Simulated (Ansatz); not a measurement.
InP:
```
InP
1.0
    7.17436     0.00000     0.00000
    0.00000     7.17436     0.00000
    0.00000     0.00000     4.16300
In P
4 4
Direct
  0.32181   0.67819   0.00000
  0.67819   0.32181   0.00000
  0.82181   0.82181   0.50000
  0.17819   0.17819   0.50000
  0.31929   0.31929   0.00000
  0.68071   0.68071   0.00000
  0.18071   0.81929   0.50000
  0.81929   0.18071   0.50000
```

Relaxed with PBEsol.

Problem. Give the optical modes at the zone centre with their infrared activity from DFPT, plane-wave PAW PBEsol (Ansatz code).

Solution. Transverse frequencies, without the LO–TO term; a row sums one degenerate level.

```csv
ω (cm⁻¹),degeneracy,IR ((D/Å)²/amu),activity,symmetry
19,1,0.00,IR-inactive,B1g
47,2,0.00,IR-inactive,Eg
67,1,0.00,IR-inactive,B1u
74,1,0.00,IR-inactive,A2g
98,1,0.00,IR-inactive,A1g
139,2,0.08,IR,Eu
176,1,0.00,IR-inactive,B2g
234,1,0.00,IR-inactive,B1g
265,2,21.69,IR,Eu
289,1,0.00,IR-inactive,A2g
310,2,0.00,IR-inactive,Eg
316,2,23.81,IR,Eu
318,1,19.55,IR,A2u
322,1,0.00,IR-inactive,B1u
341,1,0.00,IR-inactive,B2g
342,1,0.00,IR-inactive,A1g
```

Space group P4_2/mnm. The start of the workflow was typed in or built on a structure type; neither database checked (COD, Materials Project) lists it. It is not the phase usual at ambient conditions (space group No. 216). The PBEsol relaxation kept the symmetry of its start; of distortions, only those at the zone centre were tested. The volume moved by 20 % from the start of the relaxation.

Potentials: the later of the program's two PAW sets.
